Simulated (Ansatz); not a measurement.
SiW$_{3}$ in space group Fm-3m (No. 225; Si on 4a, W on 4b, W on 8c), r²SCAN (plane waves, PAW; program Ansatz), all energies at zero smearing, with the estimated change up to a 700 eV cutoff added, with one set of potentials and settings (totals compare only within such a set). Cell of 4 atoms (1 Si, 3 W): -31833.051 eV.

```
element             reference phase  E (eV/atom)
-------  --------------------------  -----------
Si       Fd-3m, 2 atoms in the cell    -639.0665
W        Im-3m, 1 atoms in the cell  -10398.2538
```

Formation energy per atom, worked out: (-31833.051 − 1×(-639.0665) − 3×(-10398.2538))/4 = 0.194 eV/atom (19 kJ per mol of atoms), at 0 K, without zero-point energy or fitted corrections.

A made-up cell: these elements were put on the sites of a structure type; neither database checked (COD, Materials Project) lists it. Whether it is the stable phase at ambient conditions was not checked. Symmetry was held in the r²SCAN relaxation; whether a distortion lowers the energy is not shown. No spin polarisation was allowed. The references are the lowest solids computed at this level, not always the standard phases. Scalar-relativistic: spin–orbit coupling is off unless named, which matters more the heavier the elements.

Potentials: the earlier of the program's two PAW sets.
